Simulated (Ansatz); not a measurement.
The calculation used DFT PBE, scalar-relativistic, plane waves, PAW, and for the lanthanide a 4f-in-core norm-conserving potential, in Ansatz. All cells share a 690 eV cutoff and Γ-centred k meshes spaced at most about 0.3 Å⁻¹ (about 0.25 or finer for metals, 2π included). No spin polarisation in the final relaxations.

These are static total energies at zero pressure.

Two forms of HoGe4Bi were relaxed alike.

A.

```
CELL_PARAMETERS angstrom
0.00000 4.02500 4.02500
4.02500 0.00000 4.02500
4.02500 4.02500 0.00000
ATOMIC_POSITIONS crystal
Ho 0.75000 0.75000 0.75000
Ge 0.37477 0.87568 0.37477
Ge 0.37477 0.37477 0.37477
Ge 0.87568 0.37477 0.37477
Ge 0.37477 0.37477 0.87568
Bi 0.00000 0.00000 0.00000
```

B.

```
CELL_PARAMETERS angstrom
2.48409 -5.18759 0.00000
2.48409 5.18759 0.00000
0.00000 0.00000 5.14218
ATOMIC_POSITIONS crystal
Ho 0.00000 0.00000 0.00000
Ge 0.70267 0.29733 0.00000
Ge 0.18531 0.81469 0.50000
Ge 0.81469 0.18531 0.50000
Ge 0.29733 0.70267 0.00000
Bi 0.50000 0.50000 0.50000
```

**Question.** Which would you expect to be lower, and how large is the difference?

**Answer.** B is lower, by 14 meV/atom. A has space group F-43m (No. 216), 21.7 Å³/atom and no gap on its mesh; B has space group Cmmm (No. 65), 22.1 Å³/atom and no gap. Counting Ge atoms around Bi and Ho (those within 1.25 times the shortest such distance or 1.15 times the sum of covalent radii, 1.27 where that leaves under three; the shortest distance is added where it exceeds 1.18 times the sum of covalent radii), A has Ho 12, Bi 12 from 3.3 Å and B has Ho 10, Bi 10. In A, around Ho lie 12 Ge at 3.34 Å and 4 Bi at 3.49 Å; around Ge lie 6 Ge at 2.84–2.85 Å, 3 Bi at 3.34 Å and 3 Ho at 3.34 Å; Bi has 12 Ge at 3.34 Å and 4 Ho at 3.49 Å. In B, Ho is surrounded by 10 Ge at 3.08–3.25 Å and 4 Bi at 3.58 Å; Ge on its first site is surrounded by 4 Ge at 2.67–2.82 Å, 3 Ho at 3.08–3.25 Å and 2 Bi at 3.32 Å; Bi is surrounded by 10 Ge at 3.14–3.32 Å and 4 Ho at 3.58 Å; 1 more site not described. Both come from invented guesses.

For metals, differences of a few meV/atom aren't resolved. These runs have no spin–orbit coupling, which can matter for Bi. Cells relaxed within their symmetry can be saddle points.

The lanthanide is trivalent by construction, without f bands, f moments or other valences.
